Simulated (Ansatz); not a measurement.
Run times of several calculations on Si3N4

Cell: 14 atoms, space group P6_3/m, a = 7.609 Å, b = 7.609 Å, c = 2.908 Å, α = 90.00°, β = 90.00°, γ = 120.00°.

All runs are DFT with Ansatz 0.2.0 on 1 thread of Intel Xeon Platinum 8375C CPU @ 2.90GHz (Ice Lake) (x86_64; 90 cores open to the job, memory cap 2.5 GiB, no GPU), a shared host.

(1) Rank the runs by wall time, shortest first.
A. single point, PBE, 420 eV, 4×4×10 k-points, smearing 0.02 eV
B. relaxation of the ions, PBE, 420 eV, 4×4×10 k-points, smearing 0.02 eV
C. single point at relaxed positions, r2SCAN, 500 eV, 4×4×10 k-points, smearing 0.02 eV

Answers

(1) A (22 s, 0.49 GiB), C (42 s, 0.87 GiB), B (65 s, 0.51 GiB).
